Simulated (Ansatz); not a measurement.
# Frozen-phonon scan for Rh (fcc, Cu type)

Starting cell, Rh (fcc, Cu type):

```
Rh
1.0
    0.00000     3.83026     3.83026
    1.91513     0.00000     1.91513
    1.91513     1.91513     0.00000
Rh
2
Direct
  0.00000   0.00000   0.00000
  0.50000   0.00000   0.00000
```

The atoms are displaced by Q × the pattern below (from a DFPT mode at L = (0.5, 0.0, 0.0), largest move 1; Q in Å), at fixed cell. It is one choice among 2 degenerate patterns. (q is in reciprocal vectors of the primitive cell; the cell shown is doubled to hold the pattern.)

```csv
atom,x,y,z
Rh1,0.285,-0.520,0.805
Rh2,-0.285,0.520,-0.805
```

All values below come from PBE (plane waves to 420 eV, PAW, scalar-relativistic; Ansatz, a program for electronic structure). k mesh 21×21×21 (Γ-centred), Fermi-Dirac smearing 0.05 eV. E stands for the smeared free energy. Stress and pressure are positive under compression. With partly filled bands, energies and forces of such displacements shift with the k mesh and the smearing. Rh is run without spin polarisation. Rh was relaxed with its symmetry unable to fall. The PAW data are Ansatz's earlier set. ΔE is measured from the undisplaced structure.

```tsv
Q (Å)	ΔE (meV/cell)	P (GPa)	−dE/dQ from forces (eV/Å)
-0.100	67	1.2	1.322
-0.083	47	0.8	1.116
-0.067	30	0.5	0.901
-0.050	17	0.3	0.680
-0.033	8	0.1	0.455
-0.017	2	0.0	0.228
0.000	0	0.0	0.000
0.017	2	0.0	-0.228
0.033	8	0.1	-0.455
0.050	17	0.3	-0.680
0.067	30	0.5	-0.901
0.083	47	0.8	-1.116
0.100	67	1.2	-1.322
```

Summary:

| Item | Result |
|---|---|
| Energy at Q = 0.100 Å | 67 meV/cell |
| Space group of the distorted cell | P-1 (No. 2), lowered from Fm-3m |
| Symmetry of the curve | even: the same for both signs |
| Shape of the curve | a single well with its minimum at or next to zero displacement |
| Harmonic wavenumber from the curvature (finite differences) | 134 cm⁻¹ |
| Wavenumber by perturbation theory (DFPT, on another k mesh) | 133 cm⁻¹ |

(A displaced cell: forces are minus the slopes of the energy, force constants its curvatures, and phonons follow from these.)
